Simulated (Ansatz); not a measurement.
Relaxed-ion elastic tensor of SiO2 in space group P3_221 (No. 154; Si on 3a, O on 6c) in GPa (Voigt order), DFT-r²SCAN in the program Ansatz with PAW potentials; density 2.64 g/cm³, 12.62 Å³ per atom.

|  | 1 | 2 | 3 | 4 | 5 | 6 |
|---|---|---|---|---|---|---|
| 1 | 86.3 | 8.7 | 12.3 | 18.2 | 0.0 | 0.0 |
| 2 | 8.7 | 86.3 | 12.3 | -18.2 | 0.0 | 0.0 |
| 3 | 12.3 | 12.3 | 107 | 0.0 | 0.0 | 0.0 |
| 4 | 18.2 | -18.2 | 0.0 | 59.2 | 0.0 | 0.0 |
| 5 | 0.0 | 0.0 | 0.0 | 0.0 | 59.2 | 18.2 |
| 6 | 0.0 | 0.0 | 0.0 | 0.0 | 18.2 | 38.8 |

Is the crystal mechanically stable?

Yes: the smallest eigenvalue of C is 28.1 GPa.

Work out the Voigt, Reuss and Hill averages.

K_V = 38.4, K_R = 37.9, K_H = 38.2; G_V = 47.8, G_R = 40.6, G_H = 44.2 GPa.

Give Young's modulus, Poisson's ratio, Pugh's ratio and the universal anisotropy index.

E = 9KG/(3K + G) = 95.7 GPa; ν = 0.08; K/G = 0.86 (brittle by the Pugh limit of 1.75); A_U = 5G_V/G_R + K_V/K_R − 6 = 0.91.

Estimate the sound speeds and the Debye temperature.

v_l = √((K + 4G/3)/ρ) = 6070 m/s, v_t = √(G/ρ) = 4090 m/s, mean 4470 m/s; Θ = (h/k)(3n/4πV)^(1/3) v_m = 572 K.

How much does each axis shrink under pressure?

Linear compressibilities β_i = Σ_j S_ij (j = 1 to 3): x 9.6, y 9.6, z 7.2 per TPa.

The cell was relaxed with r²SCAN under the symmetry of its start; phonons on a q-mesh show no instability.

Potentials: the later of the program's two PAW sets.
